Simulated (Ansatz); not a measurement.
All numbers below come from DFT, LDA (PW92), plane waves (420 eV) with PAW, scalar-relativistic (Ansatz 0.2.0). (PAW data from PBE, frozen cores regenerated.)

An element in the fcc structure gives this curve. The cell is scaled uniformly from the relaxed one, with fractional coordinates and shape fixed. Energies are extrapolated to zero smearing, pressures are those at the given smearing. Magnetic state: spin not included.

```tsv
V (Å³/atom)	E − E₀ (meV/atom)	P (GPa)
25.987	68.4	7.05
27.169	27.7	4.29
28.350	5.9	1.96
29.531	0.0	0.01
30.712	7.6	-1.64
31.894	26.4	-3.03
33.075	54.7	-4.20
```

Question: Which element is it?
A. tellurium
B. tin
C. yttrium
D. sodium

Answer: C. Its fit is V₀ = 29.43 Å³/atom, B₀ = 46 GPa, B₀′ = 3.3.
